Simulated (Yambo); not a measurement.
Rb₂NaYF₆ (space group Fm-3m, No. 225), G0W0@LDA in Yambo with this input:

```
rim_cut
gw0
dyson
el_el_corr
HF_and_locXC
ppa
em1d
RandQpts= 1000000
RandGvec= 1 Ry
EXXRLvcs= 88 Ry
VXCRLvcs= 352 Ry
Chimod= "HARTREE"
% BndsRnXp
 2 | 272 |
%
NGsBlkXp= 7 Ry
% LongDrXp
 1.0 | 1.0 | 1.0 |
%
PPAPntXp= 27.2114 eV
% GbndRnge
 1 | 272 |
%
GTermKind= "BG"
DysSolver= "n"
ExtendOut
```

On a 2×2×2 mesh, with wavefunctions cut at 88 Ry, the gap (Γ → Γ) is 10.097 eV and the valence edge shifts by -2.387 eV.

Q: What happens with this change: exchange cut at 10 Ry?

A: The gap falls by 1.793 eV, to 8.304 eV; the shift of the valence edge becomes -0.205 eV. Neither run is shown to be the converged limit.

Geometry of the Materials Project entry, not relaxed at this level; primitive cell a = b = c = 6.3829 Å, α = β = γ = 60.00°.

A shift is the quasiparticle energy of the state minus its LDA energy.
